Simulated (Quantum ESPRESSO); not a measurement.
# Zr2Al4PtNb: one composition in several site orders

Simulated, not a measurement. The program is pw.x of Quantum ESPRESSO 7.5 (plane-wave density functional theory). The cell is made up: eight metal atoms on a face-centred cubic lattice, with elements, volume, strain and displacements drawn at random and not relaxed, so it may be unstable or far from any real phase. PseudoDojo standard norm-conserving files set the functional (PBE unless stated); there is no spin polarisation or spin-orbit coupling, the Fermi-Dirac width of 0.25 eV means electrons at about 2900 K, and the masses in the input are unused placeholders. Heavy elements are run without spin-orbit coupling, which real alloys of them have. A spin test at this wide smearing found no moment, but such smearing suppresses magnetism that the real alloy may have.

The runs put one composition on the sites in different orders. Cell, positions, cutoff, mesh and smearing stay as in the input of run 1; sites are counted in its order. Stress in the tables is positive in tension.

Input of run 1:

```
&control calculation='scf', pseudo_dir='./dojo.nc.sr.pbe.v0_5.standard.upf', outdir='./o', disk_io='medium', tprnfor=.true., tstress=.true. /
&system ibrav=0, nat=8, ntyp=4, nbnd=47, ecutwfc=84.00895049, nosym=.true., tot_charge=0,
 occupations='smearing', smearing='fd', degauss=0.0183746611
/
&electrons conv_thr=1.470e-08, electron_maxstep=70, mixing_beta=0.5 /
ATOMIC_SPECIES
Al 1.0 Al.upf
Nb 1.0 Nb.upf
Pt 1.0 Pt.upf
Zr 1.0 Zr.upf
CELL_PARAMETERS angstrom
0.0 -2.0468 -2.0468
2.0468 4.0935 -2.0468
8.1871 -4.0935 4.0935
ATOMIC_POSITIONS angstrom
Zr 0.0508 0.0157 -0.0569
Al 4.0515 -2.0417 2.1297
Al 4.0991 0.0204 -0.0765
Pt 8.1948 -2.0363 2.0615
Nb 2.1092 -2.0049 0.1183
Al 6.1812 -4.195 2.0322
Al 2.0352 -0.0691 -2.0865
Zr 6.08 -1.9471 0.016
K_POINTS automatic
8 5 3 1 1 1
```

| run | elements on sites 1 to 8 | free energy less that of run 1 (eV) | -TS (eV) | pressure (GPa) | stress xx (GPa) | stress yy (GPa) | stress zz (GPa) | stress yz (GPa) | stress xz (GPa) | stress xy (GPa) | iterations |
| --- | --- | --- | --- | --- | --- | --- | --- | --- | --- | --- | --- |
| 1 | Zr Al Al Pt Nb Al Al Zr | 0.000 | -1.203 | 6.06 | -4.12 | -8.31 | -5.76 | 0.46 | -0.09 | -0.05 | 17 |
| 2 | Al Zr Al Nb Pt Al Al Zr | 0.340 | -1.076 | 5.60 | -2.69 | -6.86 | -7.27 | -2.15 | -0.46 | 0.22 | 16 |
| 3 | Pt Al Zr Al Zr Al Nb Al | 1.505 | -1.151 | 8.97 | -10.46 | -8.40 | -8.06 | -0.69 | 1.76 | -0.57 | 16 |
| 4 | Nb Zr Al Al Zr Al Pt Al | 0.753 | -1.138 | 7.52 | -5.53 | -8.38 | -8.64 | 1.20 | 2.42 | -2.31 | 15 |
| 5 | Zr Pt Al Al Al Zr Nb Al | 0.387 | -1.087 | 6.17 | -4.53 | -7.45 | -6.52 | -2.85 | -0.27 | 0.70 | 17 |
| 6 | Pt Nb Zr Al Zr Al Al Al | 1.259 | -1.073 | 8.25 | -9.05 | -7.98 | -7.72 | -1.37 | 1.20 | 0.50 | 17 |

Forces Fx Fy Fz (eV/Å):

```
site             run 1             run 2             run 3             run 4             run 5             run 6
   1  -1.04 -0.61 0.53  -0.02 -0.48 0.43   -1.19 0.11 0.01  -0.99 -0.01 0.10   0.24 -1.20 1.26  -0.64 0.42 -0.31
   2   0.05 0.26 -0.17   0.47 0.20 -0.64   1.80 0.03 -0.22   1.97 0.07 -0.37  -0.42 0.25 -0.53   3.47 -0.13 0.09
   3   -0.63 0.25 0.21  -1.76 -0.07 0.60   0.94 -0.75 1.06  -0.96 -0.21 0.70    0.11 0.04 0.18  -0.52 -0.55 0.48
   4   0.06 -0.19 0.18   0.92 -0.44 0.31   0.21 0.11 -0.35   0.82 -0.15 0.07   0.04 0.03 -0.36   0.30 0.11 -0.23
   5   0.55 0.22 -0.74  -0.94 0.34 -0.61  -0.78 0.52 -0.66  -1.27 0.45 -1.11  0.65 -0.41 -0.16  -2.11 0.67 -0.96
   6  -0.16 0.90 -0.53    0.75 0.47 0.16    0.38 0.18 0.06    0.18 0.21 0.18  -1.19 1.44 -0.72    0.20 0.17 0.16
   7   0.86 0.63 -0.28   0.23 0.48 -0.19  -2.00 0.69 -0.45   -0.01 0.20 0.09    1.37 0.52 0.00   -1.40 0.30 0.14
   8   0.32 -1.45 0.79  0.35 -0.49 -0.06   0.63 -0.89 0.54   0.26 -0.57 0.34  -0.79 -0.68 0.32   0.70 -0.98 0.63
```

The sites are displaced and not relaxed, so the energy differences mix bonding between neighbours with strain and are not ordering energies. A rerun of one cell of this series at a higher cutoff and on a denser mesh moved values by no more than 0.005 eV in energy, 0.07 GPa in stress and 0.016 eV/Å in force, and a second program with other atomic files agreed on that cell to 2 % rms in force and 0.5 GPa in pressure.